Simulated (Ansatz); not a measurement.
Consider the following.

Zr:
```xyz
3
Lattice="5.0376 0.0000 0.0000 -2.5188 4.3627 0.0000 0.0000 0.0000 3.1585" Properties=species:S:1:pos:R:3 pbc="T T T"
Zr     0.0000     0.0000     0.0000
Zr     0.0000     2.9085     1.5792
Zr     2.5188     1.4542     1.5792
```

This is the r²SCAN-relaxed structure. x, y and z are the axes in which the lattice vectors are written.

### Question
All from r²SCAN (plane waves, PAW; program Ansatz), unless another level is named. Predict the bulk modulus (Birch–Murnaghan fit).

### Answer
97.1 GPa.

### Question
Predict the elastic constants (relaxed ions, GPa).

### Answer
C11 = 170, C12 = 72.1, C13 = 46.0, C33 = 208, C44 = 40.2.

Space group P6/mmm. This is a known high-pressure phase of the composition, computed here at zero pressure and temperature. The cell was relaxed with r²SCAN under the symmetry of its start; whether a distortion lowers the energy is not shown. The run is not spin-polarised. As this level gives no gap, shear constants depend on the k-mesh and smearing (Fermi–Dirac, 0.1 eV here).

Potentials: the later of the program's two PAW sets.
